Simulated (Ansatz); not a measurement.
### Question
Volume from PBE minus that from r²SCAN (% of the latter), each on its own relaxed cell (Ansatz, a first-principles code, plane waves, PAW; no spin–orbit coupling, no Hubbard U), over 107 phases of the class «carbides, borides and silicides»: what sign and size do you expect?

### Answer
Mean 1.3 %, median 1.3 %, mean absolute 1.4 %; eight in ten lie between 0.0 and 2.5 %, and 90 % are above zero.

Some cases that may be named, with their rank among the 107 from the lowest: Y3Si5, P-62m (Y on 3f, Si on 2d, Si on 3g) -1.0 % (rank 3); ZrC, rock salt -0.2 % (rank 6); TiSi2, Cmcm (Ti on 4c, Si on 4c, Si on 4c) 1.3 % (rank 55); BPt, NiAs type 1.4 % (rank 64); Si2Ni, fluorite or antifluorite type 3.4 % (rank 103); SiNi3, Cu3Au type 3.7 % (rank 106).

The phases are those computed here (of each formula those with measured values and the lowest at some level), not a balanced benchmark, and neither functional is the truth. Pairs that end in unlike spin orders or unlike minima (c/a over 6 % apart, 30 % for weakly bound crystals), magnets with 4f shells, solids of gases and phases set aside for tests are left out.

4 of the phases carry moments, in the orders computed and without U. 1 hold 4f electrons in the valence, where a lower state may exist. 1 are weakly bound layers, chains or molecules. 1 relaxed far from the usual cell at some level.

Typed or built starts, not in the databases checked: Y3Si5, P-62m (Y on 3f, Si on 2d, Si on 3g). Standing as an ambient phase not checked: BPt, NiAs type. Began spin-polarised and lost the moments: Si2Ni, fluorite or antifluorite type with PBE; Si2Ni, fluorite or antifluorite type with r²SCAN; SiNi3, Cu3Au type with PBE; SiNi3, Cu3Au type with r²SCAN. All cells were relaxed under the symmetry of their starts (and spin orders); stability against distortions was not tested throughout. Named crystals with no word on spin ran without spin polarisation. Scalar-relativistic: spin–orbit coupling is off unless named, which matters more the heavier the elements.

Potentials: the later of the program's two PAW sets.

Ansatz is a plane-wave DFT program.
